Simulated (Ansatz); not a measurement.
CdTe (zinc blende, F-43m), a = 6.4087 Å, b = 6.4087 Å, c = 6.4087 Å, α = 90.00°, β = 90.00°, γ = 90.00°; the cell used has 2 atoms.

Relaxed with LDA.

Decompose the optical modes at the zone centre into irreducible representations, and say which are infrared and Raman allowed.

Point group -43m: Γ_opt = T2. Infrared: T2. Raman: T2.

Assign frequencies (DFPT, LDA in the plane-wave PAW code Ansatz; without the LO–TO term).

T2 148 cm⁻¹.

The cell was relaxed with LDA under the symmetry of its start; of distortions, only those at the zone centre were tested. Scalar-relativistic: spin–orbit coupling is off unless named, which matters more the heavier the elements.

Potentials: the later of the program's two PAW sets.
